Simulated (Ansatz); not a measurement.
One stationary structure of SnO2. Space group P4₂/mnm (No. 136), rutile type. All values below come from PBE (plane waves to 420 eV, PAW, scalar-relativistic; Ansatz, a program for electronic structure).

```cif
data_O4Sn2
_chemical_formula_sum 'Sn2 O4'
_space_group_name_H-M_alt 'P 1'
_space_group_IT_number 1
_cell_length_a 4.82756
_cell_length_b 4.82756
_cell_length_c 3.23791
_cell_angle_alpha 90.000
_cell_angle_beta 90.000
_cell_angle_gamma 90.000
loop_
_space_group_symop_operation_xyz
  'x, y, z'
loop_
_atom_site_label
_atom_site_type_symbol
_atom_site_fract_x
_atom_site_fract_y
_atom_site_fract_z
_atom_site_occupancy
Sn1 Sn 0.00000 0.00000 0.00000 1
Sn2 Sn 0.50000 0.50000 0.50000 1
O1 O 0.30660 0.30660 0.00000 1
O2 O 0.80660 0.19340 0.50000 1
O3 O 0.19340 0.80660 0.50000 1
O4 O 0.69340 0.69340 0.00000 1
```

```json
{
  "volume_per_atom": "12.58 Å³",
  "density": "6.63 g/cm³",
  "band_gap": "0.68 eV, direct at Γ (no spin-orbit coupling)",
  "shortest_distances": "O–Sn 2.09 Å; O–O 2.64 Å; Sn–Sn 3.24 Å",
  "k-mesh": "7×7×10"
}
```

Band energies at high-symmetry points (eV from the VBM; labels of this space group; no spin-orbit coupling), from −5 eV up to 5.3 eV:

```json
[
 {"point": "Γ", "energies": "-3.89 -3.89 -3.77 -2.90 -1.97 -1.96 -1.25 -1.25 -0.73 -0.73 0.00 0.68"},
 {"point": "X", "energies": "-2.98 -2.98 -2.87 -2.87 -1.89 -1.89 -1.20 -1.20 -0.60 -0.60 3.89 3.89"},
 {"point": "M", "energies": "-3.73 -3.73 -2.89 -2.89 -1.86 -1.86 -1.32 -1.32 -0.85 -0.85 4.28 4.28"},
 {"point": "Z", "energies": "-4.06 -4.06 -3.69 -3.69 -2.56 -2.56 -1.52 -1.52 -1.18 -1.18"},
 {"point": "R", "energies": "-4.02 -4.02 -1.65 -1.65 -1.01 -1.01 -0.74 -0.74"},
 {"point": "A", "energies": "-4.77 -4.77 -2.50 -2.50 -2.42 -2.42 -0.91 -0.91 -0.78 -0.78 4.37 4.37"}
]
```

No spin polarisation in the result.

Measured for SnO2: a 4.73735 Å (room temperature; as listed in Zenji Hiroi, Progress in Solid State Chemistry (2015)); c 3.1864 Å (room temperature; as listed in Zenji Hiroi, Progress in Solid State Chemistry (2015)); gap 3.6 eV (0 K or low temperature; as listed in Wei Chen et al., Physical Review Materials (2018)). Computed minus measured — a: PBE +1.9 %; c: PBE +1.6 %; gap: PBE -2.92 eV. The computed values are for a static lattice, and a measured gap can be an optical one, lowered by exciton binding.

The run could not lose the symmetry of its start.
